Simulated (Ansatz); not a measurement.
K2NiO2 (space group I4/mmm)

```xyz
5
Lattice="-1.9583 1.9583 6.3084 1.9583 -1.9583 6.3084 1.9583 1.9583 -6.3084" Properties=species:S:1:pos:R:3 pbc="T T T"
K      0.0000     0.0000     8.2325
K      0.0000     0.0000     4.3842
Ni     0.0000     0.0000     0.0000
O      0.0000     0.0000     1.6829
O      0.0000     0.0000    10.9338
```

Equation-of-state scan: isotropic scaling of the cell above, V₀ being its volume. The atoms relax within the cell's symmetry.

Method: PBEsol (plane waves to 420 eV, PAW, scalar-relativistic; Ansatz, a program for electronic structure). k mesh 12×12×12 (Γ-centred), Fermi-Dirac smearing 0.05 eV. Stress and pressure are positive under compression. K2NiO2 is run spin-polarised and with no Hubbard U. K2NiO2 was relaxed with its symmetry unable to fall. Relaxed K2NiO2 ends ferromagnetic. Other magnetic orders were not checked, so this need not be the ground state.

At one point of the scan the stress tensor (GPa) is:

```
    3.9      0.0      0.0
    0.0      3.9      0.0
    0.0      0.0      5.6
```

Problem. Which point is it?
A) V/V₀ = 0.920
B) V/V₀ = 0.900
C) V/V₀ = 0.960
D) V/V₀ = 0.940

Solution. B, V/V₀ = 0.900

(A scan under strain: stresses follow from slopes of the energy per volume, elastic moduli from its curvatures.)
